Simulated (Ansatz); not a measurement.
**Run record: elastic constants by finite strains of PtSe2 (P-3m1)**

Level of theory: PBEsol, PAW on Ansatz 0.2.0's default frozen-core files (fitted under PBE), scalar-relativistic.

The cell comes from a PAW relaxation under the same functional.

Launched as:

```sh
ansatz run input.yaml --threads 2 --pin off --max-ram 5120MiB --backend cpu --events-out ev --progress --plain --runs-dir out
```

input.yaml:

```yaml
crystal:
  lattice:
    - [3.76096304625, 0.0, 0.0]
    - [-1.88048152312, 3.25708954074, 0.0]
    - [0.0, 0.0, 4.86077037593]
  atoms:
    - { symbol: Pt, position: [0.0, 0.0, 0.0] }
    - { symbol: Se, position: [0.333333333333, 0.666666666667, 0.260859293407] }
    - { symbol: Se, position: [0.666666666667, 0.333333333333, 0.739140706593] }
kpoints:
  mp_grid: { grid: [12, 12, 8] }
scf:
  occupations: { method: fermi_dirac, width: 0.1 }
hamiltonian:
  xc: pbesol
  pseudopotentials: { kind: paw }
elastic:
  mode: relaxed_ion
  stencil: two_point
  amplitude: 0.008
```

Output:

```
Warning: RAYON_NUM_THREADS=2 ignored (pool sized by the plan → 2); use --threads N
Engine: ansatz 0.2.0, x86_64-unknown-linux-gnu
Pseudopotentials: kind: paw
Pseudopotential: Pt, paw, valence charge 18, recommended cutoff 420 eV (normal), Pt.paw.azcp
Pseudopotential: Se, paw, valence charge 16, recommended cutoff 420 eV (normal), Se.paw.azcp
Functional definition: PBEsol
  exchange = pbesol_x
  correlation = pbesol_c
Crystal: 3 atoms, lattice volume = 59.543 Å³
Basis set: ecut = 420 eV, 1169 PW (Γ), exchange–correlation on 54×54×72 points (8 copies of the dense FFT grid, shifted against one another)
Bands: 30, of which v1, the nominal top of the filled ones, is band 25 counted from 1 (24 counted from 0)
Symmetry: 12 space group operations
Space group: P-3m1 (ITA 164), of the structure as read, at distance tolerance 3.9e-5 Å
k-points: 131 of 1152
Non-local potential: Pt, projectors of the file, l = 0: 3, l = 1: 2, l = 2: 2, l = 3: 1
Non-local potential: Se, projectors of the file, l = 0: 2, l = 1: 2, l = 2: 3, l = 3: 1
PAW form: soft (Blöchl's): semilocal exchange-correlation on the pseudo side does not see the compensation charge
PAW frozen core: Pt, regenerated for the run's functional, and the local potential with it (the file was generated under x = pbe(κ = 0.804, μ = 0.2195149727645171), c = pbe(β = 0.06672455060314922))
PAW frozen core: Se, regenerated for the run's functional, and the local potential with it (the file was generated under x = pbe(κ = 0.804, μ = 0.2195149727645171), c = pbe(β = 0.06672455060314922))
PAW one-centre angular grid: Pt, 590 points (default); XC on 64 Gauss nodes
PAW one-centre angular grid: Se, 590 points (default); XC on 64 Gauss nodes
Initial density: superposition of atomic densities (neutral atoms: chi_scale 0, normalization atom), corrected by the library's trained network
Initial wavefunctions: pseudopotential atomic-orbital guess
Functional: x = pbesol(κ = 0.804, μ = 0.12345679012345678), c = pbesol(β = 0.046)
SCF iter   1: F=—  HF=-23233.481710 eV  |F-HF|=—  |Δ(HF+E_count)|=         —  Δρ=3.41e-3  dr2=7.06e-3  ethr=1.77e-3  ⟨swp⟩=5.3  Hψ=15016  notcnv=0
preconditioner: auto → LDOS  [metal: Δε(μ)=0.041 eV  Ē_g=10.069 eV  σ=0.100 eV  W_gap=0.10  n_scr=22 (ndim 8)  ℏωp=22.6 eV  f_vac=0.025  D(μ)=0.73/eV (n_scr^D=2)  β→1.0]
SCF iter   2: F=—  HF=-23233.483213 eV  |F-HF|=—  |Δ(HF+E_count)|=   1.50e-3  Δρ=2.48e-3  dr2=4.15e-3  ethr=1.41e-5  ⟨swp⟩=2.0  Hψ=8770  notcnv=0
SCF iter   3: F=—  HF=-23233.481345 eV  |F-HF|=—  |Δ(HF+E_count)|=   1.87e-3  Δρ=3.23e-4  dr2=6.61e-5  ethr=8.31e-6  ⟨swp⟩=2.0  Hψ=7080  notcnv=0
SCF iter   4: F=—  HF=-23233.481339 eV  |F-HF|=—  |Δ(HF+E_count)|=   5.44e-6  Δρ=9.98e-5  dr2=1.32e-5  ethr=1.32e-7  ⟨swp⟩=3.0  Hψ=7473  notcnv=0
SCF iter   5: F=—  HF=-23233.481338 eV  |F-HF|=—  |Δ(HF+E_count)|=   1.19e-6  Δρ=1.90e-5  dr2=1.19e-7  ethr=2.64e-8  ⟨swp⟩=2.0  Hψ=5105  notcnv=0
SCF iter   6: F=—  HF=-23233.481337 eV  |F-HF|=—  |Δ(HF+E_count)|=   9.03e-7  Δρ=3.83e-6  dr2=6.59e-9  ethr=2.37e-10  ⟨swp⟩=2.0  Hψ=6556  notcnv=0
SCF iter   7: F=—  HF=-23233.481337 eV  |F-HF|=—  |Δ(HF+E_count)|=   4.12e-9  Δρ=1.19e-6  dr2=9.34e-10  ethr=1.32e-11  ⟨swp⟩=2.0  Hψ=6709  notcnv=0
[... 127 lines left out ...]
SCF 33 converged in 5 iterations: F = -23233.480901 eV  dr2 = 1.20e-14
SCF converged after 8 iterations
Free energy (F): -23233.481337 eV
Harris-Foulkes:  -23233.481337 eV  (|F-HF|=3.64e-12)
Internal energy: -23233.456100 eV  (E = F + TS)
E sigma→0 (E₀):  -23233.468718 eV
Entropy (-TS):   -0.025238 eV (-8.413 meV/atom)
Fermi energy:    13.450072 eV
--- Per-component energies (eV) ---
  E_band       = -947.322051
  E_kinetic    = 874.599623
  E_local      = -6544.502933  (includes V_loc(G=0)·N_el)
  E_nonlocal   = -980.460780
  E_hartree    = 3030.567312
  E_xc         = -467.311547
  E_vxc        = -499.070484  (∫ρ·V_xc dr)
  E_paw        = -13053.800985  (= ΣΔE_a)
  E_vpaw       = 140.978940  (= ΣTr[D̂ρ^β])
  E_aug_tail   = -0.001031  (compensation charges beyond the density's cutoff)
  E_ewald      = -6094.849640
  E_core_change = 2.303882  (= ΣΔE_core)
  E_smearing   = -0.025238  (= −TS)
  E_closure    = 0.000000  (closes the sum)
  Σ components = -23233.481337   (vs F -23233.481337, Δ=0.00e0)
--- Forces (eV/Å), atoms counted from 1 ---
  atom   1  Pt     0.00000000    -0.00000000     0.00000000
  atom   2  Se    -0.00000000    -0.00000000    -0.00000001
  atom   3  Se     0.00000000     0.00000000     0.00000001
  max |Σ_I F_I| component: 2.31e-18 eV/Å
--- Stress (GPa, compression-positive) ---
       -0.015303      -0.000000      -0.000000
       -0.000000      -0.015303      -0.000000
       -0.000000      -0.000000      -0.010956
  P = ⅓ Tr σ = -0.0139 GPa (-0.139 kbar)
--- Elastic constants: 3 strain directions × 2 members + reference (group order 12) ---
  dense FFT box of the reference and of every strained cell: 27×27×36
  strains applied: 11, 33, 23; error gains: componentwise 1.00 (the most a stress slope's error grows in a printed constant), spectral 1.41 (1 for all six strains in a standard setting)
  reference relaxed by the batch: 3 steps; max|allowed force component| 7.17e-4 eV/Å at the deck's positions, 1.76e-8 at the last accepted step, 1.16e-8 by the solve of record
  largest displacement 6.1e-5 Å; the constants are those of the deck's cell at these positions:
  atoms:
    - { symbol: Pt, position: [-8.947733486846125e-36, 4.908284826428464e-36, 0.0] }
    - { symbol: Se, position: [0.33333333333333337, 0.6666666666666667, 0.2608719382696713] }
    - { symbol: Se, position: [0.6666666666666667, 0.3333333333333334, 0.7391280617303286] }
  C = ∂σ_k/∂η_j (tension-positive GPa; Voigt order 11 22 33 23 13 12):
       187.895     62.278     36.819    -20.760     -0.000      0.000
        62.278    187.895     36.819     20.760      0.000      0.000
        36.811     36.811     49.687      0.000     -0.000      0.000
       -20.780     20.780     -0.000     36.978     -0.000      0.000
        -0.000      0.000      0.000      0.000     36.978    -20.780
         0.000     -0.000      0.000      0.000    -20.760     62.808
  reference stress σ⁰ (GPa):      0.015      0.015      0.011      0.000      0.000      0.000
  C* (energy form; C + prestress term) asymmetry max|C*_kj − C*_jk| = 2.063e-2 GPa — a small one proves nothing (zero by symmetry where the batch's group is 432, −43m or m−3m); a large one is finite-difference/SCF noise where ...
  moduli (Voigt/Reuss/Hill, GPa): K = 77.48/48.05/62.76   G = 46.66/32.60/39.63   E = 98.22   ν = 0.239
  mechanically stable: yes (min eigenvalue of sym C = 25.44 GPa)
  strain η (Voigt 11):  stress-route row diagonal C_11 = 187.90 GPa, energy-path curvature d²(F+E_count+ΔE)/dδ²/Ω₀ = 187.95 GPa
         δ    σ_11 (GPa)             F (eV)   n_scf  n_hpsi   n_pw
    -8.000e-3      -1.5104      -23233.4791249       5  122421   1169   relax 5 steps, max|allowed force component| 5.37e-6 eV/Å
     8.000e-3       1.4959      -23233.4790790       5  126022   1189   relax 3 steps, max|allowed force component| 3.09e-5 eV/Å
  strain η (Voigt 33):  stress-route row diagonal C_33 = 49.69 GPa, energy-path curvature d²(F+E_count+ΔE)/dδ²/Ω₀ = 49.69 GPa
         δ    σ_33 (GPa)             F (eV)   n_scf  n_hpsi   n_pw
    -8.000e-3      -0.4155      -23233.4807522       5   47032   1170   relax 3 steps, max|allowed force component| 1.47e-5 eV/Å
     8.000e-3       0.3795      -23233.4807419       6   54134   1199   relax 3 steps, max|allowed force component| 2.67e-5 eV/Å
  strain η (Voigt 23):  stress-route row diagonal C_44 = 36.98 GPa, energy-path curvature d²(F+E_count+ΔE)/dδ²/Ω₀ = 37.00 GPa
         δ    σ_23 (GPa)             F (eV)   n_scf  n_hpsi   n_pw
    -8.000e-3      -0.2985      -23233.4808957       5  123767   1179   relax 5 steps, max|allowed force component| 2.11e-6 eV/Å
     8.000e-3       0.2932      -23233.4809013       5  124966   1179   relax 4 steps, max|allowed force component| 6.10e-6 eV/Å
```

The run converged.

### Elastic constants

Elastic constants of a crystal by Kohn-Sham DFT: slopes of the stress over finite engineering strains of the given cell, Voigt indices, Cartesian axes as in the input.

| Item | Value |
| --- | --- |
| Pressure at rest | -0.014 GPa |
| Least elastic eigenvalue | 25.44 GPa |
| Elastically stable | yes |

```csv
index,elastic (GPa)
11,187.9
12,62.28
13,36.81
14,-20.77
33,49.69
44,36.98
```

### Strained cells

Stress of each strained cell less that at rest, tension positive.

| strain component | strain | stress xx (GPa) | stress yy (GPa) | stress zz (GPa) | stress yz (GPa) | stress xz (GPa) | stress xy (GPa) | relaxation steps |
| --- | --- | --- | --- | --- | --- | --- | --- | --- |
| xx | -0.008 | -1.526 | -0.5128 | -0.3087 | 0.1741 | 0 | 0 | 5 |
| xx | 0.008 | 1.481 | 0.4837 | 0.2803 | -0.1584 | 0 | 0 | 3 |
| zz | -0.008 | -0.3095 | -0.3095 | -0.4265 | 0 | 0 | 0 | 3 |
| zz | 0.008 | 0.2796 | 0.2796 | 0.3685 | 0 | 0 | 0 | 3 |
| yz | -0.008 | 0.1618 | -0.1779 | -0.0117 | -0.2985 | 0 | 0 | 5 |
| yz | 0.008 | -0.1702 | 0.1544 | -0.0117 | 0.2932 | 0 | 0 | 4 |

Elastic moduli:

Hill averages of a grain aggregate, Debye temperature from the mean sound speed over directions.

- Bulk modulus: 62.76 GPa
- Shear modulus: 39.63 GPa
- Young modulus: 98.22 GPa
- Poisson ratio: 0.2392
- Bulk over shear modulus: 1.584
- Elastic anisotropy index: 2.768
- Least young modulus: 38.85 GPa
- Largest young modulus: 178.2 GPa
- Longitudinal sound speed: 3427 m/s
- Transverse sound speed: 2006 m/s
- Elastic debye temperature: 230.8 K
- Linear compressibility (x, y, z): 1.324, 1.324, 18.16 1/TPa

Limits of these numbers: frozen-core PAW files fitted under PBE, their cores solved anew for the functional of the run; responses of metals move with mesh and smearing; no spin-orbit coupling on heavy atoms; no dispersion correction, so the spacing and stiffness between layers or molecules are poor; the softest shear constant rests on one k mesh, and a soft shear can herald a distortion on cooling; elastic stability says nothing of phonons or of other phases.

Cost: 3.2 min on 2 threads of Intel(R) Xeon(R) 6975P-C (Granite Rapids), with other jobs on the host, peak memory 0.8 GiB.
